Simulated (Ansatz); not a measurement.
**P (Imma), two-dimensional strain map**

Computed with DFT r2SCAN, scalar-relativistic, plane waves, PAW (Ansatz). The runs took a 500 eV cutoff, a Γ-centred 18×18×18 mesh and Gaussian smearing (0.15 eV). No spin polarisation. Energies are free energies at this smearing, counted from the undisturbed cell; pressure is positive in compression.

Reference structure (as given, not relaxed at this level; it stands at 1.6 GPa; this form isn't the usual structure):

```yaml
crystal:
  lattice:
    - [-1.69151, 2.51517, 1.85894]
    - [1.69151, -2.51517, 1.85894]
    - [1.69151, 2.51517, -1.85894]
  atoms:
    - { symbol: P, position: [0.80331, 0.05331, 0.75000] }
    - { symbol: P, position: [0.19669, 0.94669, 0.25000] }
```

The cell is strained by p along both x and y and by q along z, fractional coordinates fixed. Points are written (p, q).

Energy above the undisturbed cell in meV/atom (a dash: not computed):

```csv
p \ q,-0.080,-0.040,0.000,0.040,0.080
-0.080,409.8,302.0,?,192.1,179.0
-0.040,?,102.6,61.5,51.0,64.5
0.000,85.7,23.3,0.0,7.4,38.0
0.040,87.8,41.3,?,46.9,86.2
0.080,164.9,131.1,?,153.0,197.2
```

Task: Fill in the withheld energies.

Result: (-0.080, 0.000): 231.8; (-0.040, -0.080): 183.3; (0.040, 0.000): 29.9; (0.080, 0.000): 129.2.